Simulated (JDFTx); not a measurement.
An input for JDFTx (a modified build) (Hf(0001), CANDLE, water, 1 M NaF; bohr, hartree) and the course of its log:

```
lattice \
  6.0327237346 3.0163618673 0.0000000000 \
  0.0000000000 5.2244920096 0.0000000000 \
  0.0000000000 0.0000000000 44.5975365412
coords-type Lattice
ion Hf 0.6666666668 0.6666666668 -0.1603296610 0
ion Hf 0.0000000002 0.0000000002 -0.0534432200 0
ion Hf 0.6666666668 0.6666666668 0.0534432200 0
ion Hf 0.0000000002 0.0000000002 0.1603296610 0
ion-species pseudo/hf_pbe_v1.upf
elec-cutoff 30 150
elec-ex-corr gga-PBE
coulomb-interaction Slab 001
coulomb-truncation-embed 0 0 0
kpoint-folding 8 8 1
elec-smearing Fermi 0.01
elec-n-bands 34
target-mu -0.161330
electronic-scf nIterations 100 energyDiffThreshold 1e-07
fluid LinearPCM
pcm-variant CANDLE
fluid-solvent H2O
fluid-cation Na+ 1
fluid-anion F- 1
fluid-minimize nIterations 400 knormThreshold 1e-11
wavefunction read f0.wfns
elec-initial-eigenvals f0.eigenvals
elec-initial-fillings read f0.fillings
fluid-initial-state f0.fluidState
dump-name f0_u0.$VAR
dump End State Ecomponents EigStats BandEigs Forces ElecDensity IonicPositions Fillings Kpoints Dtot FluidDebug BoundCharge FluidDensity
```

```
[one cycle in 5 is shown, and the last three; fluid-solver lines are left out]
	FillingsUpdate:  mu: -0.161330000  nElectrons: 45.193295
SCF: Cycle:  0   G: -188.196698019547938   dG: +3.169e+00   |Residual|: 1.148e-01   |deigs|: 2.498e-08
	FillingsUpdate:  mu: -0.161330000  nElectrons: 47.603919
SCF: Cycle:  5   G: -191.323556175831015   dG: -4.659e-02   |Residual|: 1.403e-02   |deigs|: 1.559e-03
	FillingsUpdate:  mu: -0.161330000  nElectrons: 47.582254
SCF: Cycle: 10   G: -191.317864311779942   dG: +3.311e-02   |Residual|: 1.454e-02   |deigs|: 9.486e-04
	FillingsUpdate:  mu: -0.161330000  nElectrons: 47.453066
SCF: Cycle: 15   G: -191.320680440407642   dG: +3.611e-02   |Residual|: 1.493e-02   |deigs|: 1.424e-03
	FillingsUpdate:  mu: -0.161330000  nElectrons: 47.726580
SCF: Cycle: 20   G: -191.367913835931745   dG: -1.441e-06   |Residual|: 1.777e-04   |deigs|: 3.318e-05
	FillingsUpdate:  mu: -0.161330000  nElectrons: 47.729255
SCF: Cycle: 25   G: -191.367909728886474   dG: -2.613e-05   |Residual|: 1.640e-04   |deigs|: 3.414e-05
	FillingsUpdate:  mu: -0.161330000  nElectrons: 47.726304
SCF: Cycle: 30   G: -191.367915323198162   dG: -7.989e-08   |Residual|: 2.318e-05   |deigs|: 2.147e-06
	FillingsUpdate:  mu: -0.161330000  nElectrons: 47.726253
SCF: Cycle: 35   G: -191.367915388687692   dG: -3.079e-08   |Residual|: 2.227e-05   |deigs|: 2.834e-06
	FillingsUpdate:  mu: -0.161330000  nElectrons: 47.726885
SCF: Cycle: 40   G: -191.367915278970855   dG: -4.859e-07   |Residual|: 3.348e-05   |deigs|: 4.623e-06
	FillingsUpdate:  mu: -0.161330000  nElectrons: 47.727241
SCF: Cycle: 45   G: -191.367914935465222   dG: +3.720e-07   |Residual|: 4.704e-05   |deigs|: 4.035e-06
	FillingsUpdate:  mu: -0.161330000  nElectrons: 47.726801
SCF: Cycle: 50   G: -191.367915212763023   dG: +1.624e-07   |Residual|: 3.078e-05   |deigs|: 3.524e-06
	FillingsUpdate:  mu: -0.161330000  nElectrons: 47.726946
SCF: Cycle: 55   G: -191.367915214480519   dG: +3.769e-08   |Residual|: 3.923e-05   |deigs|: 1.714e-06
	FillingsUpdate:  mu: -0.161330000  nElectrons: 47.726775
SCF: Cycle: 60   G: -191.367915354538866   dG: -3.228e-07   |Residual|: 3.304e-05   |deigs|: 5.073e-06
	FillingsUpdate:  mu: -0.161330000  nElectrons: 47.726944
SCF: Cycle: 65   G: -191.367915268116036   dG: +2.435e-08   |Residual|: 3.803e-05   |deigs|: 7.466e-07
	FillingsUpdate:  mu: -0.161330000  nElectrons: 47.727026
SCF: Cycle: 70   G: -191.367915253665984   dG: -1.003e-05   |Residual|: 5.198e-05   |deigs|: 3.835e-05
	FillingsUpdate:  mu: -0.161330000  nElectrons: 47.726606
SCF: Cycle: 75   G: -191.367915409333762   dG: -2.843e-07   |Residual|: 2.240e-05   |deigs|: 4.287e-06
	FillingsUpdate:  mu: -0.161330000  nElectrons: 47.727109
SCF: Cycle: 80   G: -191.367915213695994   dG: -5.285e-06   |Residual|: 6.054e-05   |deigs|: 2.984e-05
	FillingsUpdate:  mu: -0.161330000  nElectrons: 47.727089
SCF: Cycle: 85   G: -191.367915024502622   dG: +3.279e-07   |Residual|: 4.103e-05   |deigs|: 4.453e-06
	FillingsUpdate:  mu: -0.161330000  nElectrons: 47.726912
SCF: Cycle: 90   G: -191.367915294977536   dG: -3.644e-07   |Residual|: 3.881e-05   |deigs|: 4.773e-06
	FillingsUpdate:  mu: -0.161330000  nElectrons: 47.727037
SCF: Cycle: 95   G: -191.367915013038896   dG: +2.426e-07   |Residual|: 4.070e-05   |deigs|: 4.338e-06
	FillingsUpdate:  mu: -0.161330000  nElectrons: 47.725385
SCF: Cycle: 97   G: -191.367914764521970   dG: +6.715e-07   |Residual|: 6.538e-05   |deigs|: 1.024e-05
	FillingsUpdate:  mu: -0.161330000  nElectrons: 47.726849
SCF: Cycle: 98   G: -191.367915335758141   dG: -5.712e-07   |Residual|: 4.084e-05   |deigs|: 1.193e-05
	FillingsUpdate:  mu: -0.161330000  nElectrons: 47.726657
SCF: Cycle: 99   G: -191.367915372639288   dG: -3.688e-08   |Residual|: 3.041e-05   |deigs|: 1.010e-06
SCF: None of the convergence criteria satisfied after 100 iterations.
IonicMinimize: Iter:   0  G: -191.367915372639288  |grad|_K:  0.000e+00
IonicMinimize: Converged (|grad|_K<1.000000e-04).
```

This run gave no converged result. The loop ran out of cycles short of its threshold. It has stalled and not diverged: the last ten energies span 7e-07 Ha, so the total is near its end, but levels, forces and the electron count aren't shown converged.
